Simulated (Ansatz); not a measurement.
Space group Pm-3m (No. 221). a = 4.206 Å, b = 4.206 Å, c = 4.206 Å, α = 90.00°, β = 90.00°, γ = 90.00°
```json
{"atom": "Na", "site": "1a", "symmetry": "m-3m", "x": "0.0000", "y": "0.0000", "z": "0.0000"}
{"atom": "Ga", "site": "3c", "symmetry": "4/mm.m", "x": "0.0000", "y": "0.5000", "z": "0.5000"}
```

Equation of state of this NaGa3 structure (not necessarily the ground state), with shape and atoms relaxed at each volume where symmetry leaves them free. It has no gap at any of these volumes. Computed with DFT r2SCAN, scalar-relativistic, plane waves, PAW in Ansatz.

Plane waves to 500 eV, a k mesh through Γ of 10×10×10 on the computed 4-atom cell and Gaussian smearing (0.10 eV); no spin polarisation.

```tsv
V (Å³/atom)	E − E(largest V) (meV/atom)	P (GPa)
17.483	1.89	3.12
18.041	-5.76	1.40
18.599	-7.92	0.01
19.157	-5.74	-1.13
19.715	0.00	-2.09
```

Q: Fit a third-order Birch–Murnaghan equation to E(V).

A: V0 = 18.58 Å³/atom, B0 = 42 GPa, B0' = 6.3.